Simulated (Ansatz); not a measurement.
Input and command of a plane-wave DFT calculation in Ansatz:

```yaml
crystal:
  lattice:
    - [3.855252727, 0.0, 0.0]
    - [0.0, 3.855252727, 0.0]
    - [0.0, 0.0, 3.855252727]
  atoms:
    - { symbol: Pd, position: [0.0, 0.0, 0.0] }
    - { symbol: C, position: [0.5, 0.5, 0.5] }
    - { symbol: Fe, position: [0.5, 0.5, 0.0], spin: 3.0 }
    - { symbol: Fe, position: [0.5, 0.0, 0.5], spin: 3.0 }
    - { symbol: Fe, position: [0.0, 0.5, 0.5], spin: 3.0 }
basis:
  ecutwfc: 420
kpoints:
  mp_grid: { grid: [10, 10, 10] }
hamiltonian:
  xc: pbe
scf:
  occupations: { method: gaussian, width: 0.1 }
  lower_state_search: "off"
output:
  forces: true
  stress: true
  eigenvalues: true
  populations: true
magnetization:
  spin_polarized: true
```

```bash
ansatz run input.yaml --threads 1 --pin off --max-ram 2560MiB --backend cpu --events-out ev --progress --plain --runs-dir out
```

Processor: Arm Neoverse V1, 1 thread, on a host shared with other jobs.

How long does it run, and how much memory does it take?

About 34 s on 1 thread of Arm Neoverse V1, on a shared host, peak memory 0.48 GiB. It solves 48 bands at 56 k points (the mesh reduced by the symmetry that the task leaves, which can be less than the crystal's) with about 1141 plane waves, in 15 SCF iterations.
